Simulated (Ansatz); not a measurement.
# Data sheet: LaN (DFT)

LaN:
```
CELL_PARAMETERS angstrom
     10.63266     0.00000     0.00000
      0.00000     3.75956     0.00000
      0.00000     0.00000     3.75696
ATOMIC_POSITIONS crystal
  La 0.12370 0.25000 0.26061
  La 0.37630 0.75000 0.76061
  La 0.87630 0.75000 0.73939
  La 0.62370 0.25000 0.23939
  N  0.88001 0.25000 0.27457
  N  0.61999 0.75000 0.77457
  N  0.11999 0.75000 0.72543
  N  0.38001 0.25000 0.22543
```

Space group Pnma (No. 62); conventional cell a = 10.6327 Å, b = 3.7596 Å, c = 3.7570 Å, α = β = γ = 90.00°.

Method: DFT-PBE in the program Ansatz with PAW potentials. The cell and atoms are relaxed at this level. Other levels are named where they apply.

Cell and energy:

```
Property                                                      Result
-----------------------------------------------------  -------------
Volume per atom                                             18.77 Å³
Density                                                   6.76 g/cm³
Formation energy from the elements (no fitted shifts)  -1.26 eV/atom
```

Electronic structure:

```
Item                                                                                                      Value
----------------------------------------  ---------------------------------------------------------------------
Band gap                                                                                     0.24 eV (indirect)
Valence-band maximum                                                                                       at Γ
Conduction-band minimum                   at T (k = 0.000, 0.500, 0.500 in fractions of the reciprocal vectors)
Smallest direct gap on the standard path                                                                0.36 eV
Hole effective mass                                                        0.30, 2.1, 2.1 mₑ (principal values)
```

Mechanics:

```
Property                              Value
----------------------------------  -------
Bulk modulus (Birch–Murnaghan fit)  103 GPa
Pressure derivative B′                  6.8
```

The start of the workflow was typed in or built on a structure type; neither database checked (COD, Materials Project) lists it. COD files the formula under space group No. 225. Its standing as an ambient phase is unchecked. The PBE relaxation kept the symmetry of its start; whether a distortion lowers the energy is not shown. The references are the lowest solids computed at this level, not always the standard phases (solids in place of the gases). Scalar-relativistic: spin–orbit coupling is off unless named, which matters more the heavier the elements.

Potentials: the earlier of the program's two PAW sets.
